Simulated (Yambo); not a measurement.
SnO monolayer: sweep of GW parameters

G0W0@PBE for a free-standing SnO monolayer (symmetry P4/nmm, slab cell 15.3 Å high) in Yambo. Reference settings: 4×4×1 Γ-centred k mesh, bands 9 to 158 and a 8 Ry block in the screening, 158 bands in G with the Bruneval-Gonze terminator, plasmon pole fitted at 27.2 eV, slab-truncated Coulomb interaction, stochastic integration of W near q = 0. The PBE gap (0, 0.25) → M on this mesh is 3.19 eV; G0W0 gaps are taken between the same points.

```csv
change from the reference,"G0W0 gap (0, 0.25) → M (eV)",shift of the valence edge (eV),rough Yambo cost
reference settings,5.15,-0.98,1
"92 bands in W, 92 bands in G",5.20,-0.84,within a factor of two
92 bands in G,5.17,-0.95,–
5 Ry block,5.09,-0.93,about 1/3
no terminator,5.08,-0.77,–
```

The reference isn't shown to be the converged limit. Costs are rough (shared machines), scaled to the same edge states, and given only for runs that recompute the screening. In the run with 158 bands and a 8 Ry block, which covers more k points, the smallest G0W0 gap is 5.11 eV, (0, 0.25) → X. The mesh misses a band edge: along a dense path the PBE gap is 3.08 eV against 3.19 eV on the mesh.

Spin-orbit splittings are left out.

Geometry relaxed with PBEsol; primitive cell a = b = 3.7850 Å, c = 15.3000 Å, α = β = γ = 90.00°.

This is a model layer cut from the bulk structure; whether it is stable on its own was not checked.

A shift is the quasiparticle energy of the state minus its PBE energy.

The potentials are those of PseudoDojo's stringent table.
